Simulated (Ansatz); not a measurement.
**Ansatz 0.2.0, relaxation: TaGa3**

Input:

```yaml
crystal:
  lattice:
    - [-1.88633897, 1.88633897, 4.44957002]
    - [1.88633897, -1.88633897, 4.44957002]
    - [1.88633897, 1.88633897, -4.44957002]
  atoms:
    - { symbol: Ga, position: [0.5, 0.5, 0.0] }
    - { symbol: Ta, position: [0.0, 0.0, 0.0] }
    - { symbol: Ga, position: [0.75, 0.25, 0.5] }
    - { symbol: Ga, position: [0.25, 0.75, 0.5] }
  symmetry: { tolerance: 0.0003 }
kpoints:
  mp_grid: { grid: [8, 8, 8], shift: [0, 0, 0] }
magnetization:
  spin_polarized: false
scf:
  occupations: { method: fermi_dirac }
  lower_state_search: "off"
hamiltonian:
  pseudopotentials: { kind: paw }
  xc: r2scan
basis:
  ecutwfc: 500
  fft_grid_basis: typed
relax:
  max_steps: 80
  cell: { p_target: 0.0 }
output:
  forces: true
  stress: true
  eigenvalues: true
  bader: true
  populations: true
  elf: true
  write_potential: true
  volumetric_format: npy
  dos:
    e_range: [-12, 8]
    de: 0.05
    projected: { site_lists: { Ga: [Ga], Ta: [Ta] } }
checkpoint:
  read: saved_state
```

Run with:

```bash
ansatz run input.yaml --threads 2 --pin off --max-ram 3584MiB --backend cpu --events-out ev --progress --plain --runs-dir out
```

Origin of the cell: a database entry, scaled a little.

The smearing width isn't typed, so it takes its default of 0.1 eV.

The saved state is a converged single point of the same cell.

Steps («new basis» is an SCF on plane waves selected anew at the same cell):

| step | ΔF (meV/atom) | max force component (eV/Å) | P (GPa) | volume (Å³) | SCF iterations | step was |
| --- | --- | --- | --- | --- | --- | --- |
| 1 | 0.0 | 0.000 | -1.97 | 63.33 | 6 | accepted |
| 2 | -0.4 | 0.000 | 3.42 | 60.84 | 7 | accepted |
| 3 | -8.0 | 0.000 | -0.14 | 62.35 | 6 | accepted |
| 4 | -8.1 | 0.000 | -0.03 | 62.29 | 4 | accepted |
| 5 | -8.0 | 0.000 | -0.04 | 62.29 | 7 | new basis |

The starting structure.

Space group I4/mmm (No. 139); the run's cell has a = 5.188 Å, b = 5.188 Å, c = 5.188 Å, α = 137.36°, β = 137.36°, γ = 61.89°. Shortest distances: Ga–Ga 2.67 Å, Ga–Ta 2.67 Å.

The relaxed structure.

Space group I4/mmm (No. 139); the run's cell has a = 5.097 Å, b = 5.097 Å, c = 5.097 Å, α = 136.35°, β = 136.35°, γ = 63.44°. Shortest distances: Ga–Ga 2.68 Å, Ga–Ta 2.68 Å.

```
CELL_PARAMETERS angstrom
-1.89517 1.89517 4.33586
1.89517 -1.89517 4.33586
1.89517 1.89517 -4.33586
ATOMIC_POSITIONS crystal
Ga 0.50000 0.50000 0.00000
Ta 0.00000 0.00000 0.00000
Ga 0.75000 0.25000 0.50000
Ga 0.25000 0.75000 0.50000
```

* Free energy lowered by: 8.0 meV/atom
* Volume change: -1.64 %
* Final pressure: -0.04 GPa
* Relaxation steps listed: 5
* Gap on the mesh: none (metal)

Caveats: no moments, though an odd count or open d shells may carry them; no spin-orbit coupling, though heavy elements are present; the relaxation held the start's symmetry, so the end may be a saddle point.

The run took 70 s of wall time on 2 CPU thread(s) of a shared host, from a saved density.
